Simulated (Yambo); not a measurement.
Material: a free-standing PtS₂ bilayer (symmetry P-3m1, slab cell 25.1 Å high); a = 3.5594 Å, b = 3.5594 Å, c = 25.1000 Å, α = 90.00°, β = 90.00°, γ = 120.00° (6 atoms in the cell). Two neighbouring layers were cut from Materials Project entry mp-762 and relaxed with PBE+D3(BJ) in a cell 25.1 Å high, with the Coulomb interaction truncated along z.

With norm-conserving PBE (Quantum ESPRESSO, 84 Ry, no spin-orbit coupling), the gap between the mesh's edge points ((0, 0.167) → K) is 1.137 eV.

Question: Estimate the G0W0 gap between the same points from Yambo (6×6×1 Γ-centred k mesh, bands 9 to 191 and a 6 Ry block in the screening, 191 bands in G with the Bruneval-Gonze terminator, plasmon pole fitted at 27.2 eV, slab-truncated Coulomb interaction, stochastic integration of W near q = 0).

Answer: The correction is 0.750 eV, giving 1.887 eV, 1.7 times the PBE value. The mesh misses a band edge: along a dense path the PBE gap is 0.78 eV against 1.14 eV on the mesh. Convergence of the G0W0 settings was not tested. Spin-orbit coupling is left out, which matters for elements this heavy: edges can move by tenths of an eV.
